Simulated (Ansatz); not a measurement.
Relaxed CsPbCl3 (cubic perovskite):

```yaml
crystal:
  lattice:
    - [5.73565, 0.00000, 0.00000]
    - [0.00000, 5.73565, 0.00000]
    - [0.00000, 0.00000, 5.73565]
  atoms:
    - { symbol: Cs, position: [0.00000, 0.00000, 0.00000] }
    - { symbol: Pb, position: [0.50000, 0.50000, 0.50000] }
    - { symbol: Cl, position: [0.00000, 0.50000, 0.50000] }
    - { symbol: Cl, position: [0.50000, 0.50000, 0.00000] }
    - { symbol: Cl, position: [0.50000, 0.00000, 0.50000] }
```

Two-dimensional scan of atom 1 (Cs, nearest neighbour Cl at 4.056 Å; its periodic images, 5.7 Å or more away, move with it): u runs along (1.000, 0.000, 0.000), v along (0.000, 0.000, 1.000) (Cartesian). Cell and other atoms are fixed.

Method: PBE (plane waves to 420 eV, PAW, scalar-relativistic; Ansatz, a program for electronic structure). k mesh 5×5×5 (Γ-centred), Fermi-Dirac smearing 0.05 eV. Energies are smeared free energies. CsPbCl3 was relaxed with its symmetry unable to fall. Spin-orbit coupling is left out, though Pb is heavy. The PAW data are Ansatz's earlier set. This is a high-temperature form of CsPbCl3.

Changes of ΔE (meV/cell) from the point u = 0.000 Å, v = 0.000 Å when one coordinate moves alone (two changes are said to add if the coupling is within 5 % of the smaller one, nearly so within 20 %):

| point | change |
|---|---|
| u = 0.000 Å, v = -0.610 Å | 28.11 |
| u = 0.000 Å, v = -0.407 Å | 9.11 |
| u = 0.000 Å, v = -0.203 Å | 1.75 |
| u = -0.610 Å, v = 0.000 Å | 28.11 |
| u = -0.407 Å, v = 0.000 Å | 9.11 |
| u = -0.203 Å, v = 0.000 Å | 1.75 |
| u = 0.203 Å, v = 0.000 Å | 1.75 |
| u = 0.407 Å, v = 0.000 Å | 9.11 |
| u = 0.610 Å, v = 0.000 Å | 28.11 |
| u = 0.000 Å, v = 0.203 Å | 1.75 |
| u = 0.000 Å, v = 0.407 Å | 9.11 |
| u = 0.000 Å, v = 0.610 Å | 28.11 |

Task: What is the change at u = 0.610 Å, v = 0.610 Å, where both move, and how far is it from the sum?

Result: The sum of the single changes is 28.11 + (28.11) = 56.22; the calculation gives 127.31, so the coupling contributes 71.09 (over 20 % of the smaller single change, not additive).

Task: What is the change at u = -0.610 Å, v = -0.203 Å, where both move, and how far is it from the sum?

Result: The sum of the single changes is 28.11 + (1.75) = 29.86; the calculation gives 36.69, so the coupling contributes 6.83 (over 20 % of the smaller single change, not additive).

Task: Do the two effects add at u = -0.610 Å, v = 0.407 Å? Give the computed change.

Result: The sum of the single changes is 28.11 + (9.11) = 37.22; the calculation gives 66.16, so the coupling contributes 28.94 (over 20 % of the smaller single change, not additive).

(A displaced cell: forces are minus the slopes of the energy, force constants its curvatures, and phonons follow from these.)
